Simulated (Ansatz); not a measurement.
Here is the system:

ZrTa:
```xyz
2
Lattice="3.4349 0.0000 0.0000 0.0000 3.4349 0.0000 0.0000 0.0000 3.4349" Properties=species:S:1:pos:R:3 pbc="T T T"
Ta     0.0000     0.0000     0.0000
Zr     1.7175     1.7175     1.7175
```

This is the r²SCAN-relaxed structure.

Question: All from the program Ansatz at the r²SCAN level (PAW), unless another level is named. Predict the Debye temperature from the elastic constants.

Answer: 187 K.

Question: Give the elastic constants (relaxed ions, GPa).

Answer: C11 = 149, C12 = 126, C44 = 43.6.

Space group Pm-3m (CsCl type). The start of the workflow was typed in or built on a structure type; neither database checked (COD, Materials Project) lists it. Whether it is the stable phase at ambient conditions was not checked. The cell was relaxed with r²SCAN under the symmetry of its start; whether a distortion lowers the energy is not shown. The run is not spin-polarised. Its formation energy is positive at this level, so the cell may be metastable or incomplete. As this level gives no gap, shear constants depend on the k-mesh and smearing (Fermi–Dirac, 0.1 eV here). Spin–orbit coupling is left out wherever it is not named.

Potentials: the later of the program's two PAW sets.
